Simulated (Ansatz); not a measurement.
PtW:
Space group P4/mmm (No. 123); a = b = 2.714 Å, c = 4.100 Å, α = β = γ = 90.00°

| atom | site | symmetry | x | y | z |
|---|---|---|---|---|---|
| Pt | 1a | 4/mmm | 0.0000 | 0.0000 | 0.0000 |
| W | 1d | 4/mmm | 0.5000 | 0.5000 | 0.5000 |

Relaxed with PBEsol.

Decompose the optical modes at the zone centre into irreducible representations, and say which are infrared and Raman allowed.

Point group 4/mmm: Γ_opt = A2u + Eu. Infrared: A2u, Eu. Raman: none.

Assign frequencies (DFPT, PBEsol (plane waves, PAW; program Ansatz)).

Eu 111, A2u 165 cm⁻¹.

The start of the workflow was typed in or built on a structure type; neither database checked (COD, Materials Project) lists it. Its standing as an ambient phase is unchecked. The cell was relaxed with PBEsol under the symmetry of its start; whether a distortion lowers the energy is not shown. The run is not spin-polarised. As this level gives no gap, phonon frequencies hold no LO–TO term and depend on the k-mesh and smearing (Fermi–Dirac, 0.1 eV here). Axis ratios of metals converge slowly with the k-mesh, so a and c are less sure than the volume. Scalar-relativistic: spin–orbit coupling is off unless named, which matters more the heavier the elements.

Potentials: the later of the program's two PAW sets.
